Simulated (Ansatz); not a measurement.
**Convergence of Ca with the plane-wave cutoff**

Method: DFT PBEsol, scalar-relativistic, plane waves, PAW in Ansatz 0.2.0.

```
Ca
1.0
     1.97128   -3.39549    0.00000
     1.97128    3.39549    0.00000
     0.00000    0.00000    6.50911
Ca
2
Direct
  0.83559 0.16441 0.25000
  0.16441 0.83559 0.75000
```

* Γ-centred k-mesh: 12×12×8
* occupation rule: Gaussian smearing, 0.1 eV
* spin treatment: unpolarised
* valence charge of the PAW sets: Ca 10

The atoms are held and the plane-wave cutoff is swept. Energies are extrapolated to zero smearing and count from the reference run, 500 eV. The cell isn't necessarily relaxed at this level. Pressure is positive in compression and holds a correction for the finite cutoff (Pulay stress).

**Question.** One run gave ΔE = 0.94 meV/atom and P = -1.08 GPa. Which plane-wave cutoff did it use, of 250, 300, 350, 420?

**Answer.** 350 eV. All runs:

```tsv
cutoff (eV)	ΔE (meV/atom)	P (GPa)	largest change of a force component (eV/Å)	plane waves at Γ
250	178	-1.21	0.001	769
300	17.6	-1.09	0.000	1039
350	0.94	-1.08	0.000	1287
420	0.05	-1.08	0.000	1729
500	0.00	-1.08	0.000	2221
```

This form isn't the element's structure at ambient conditions.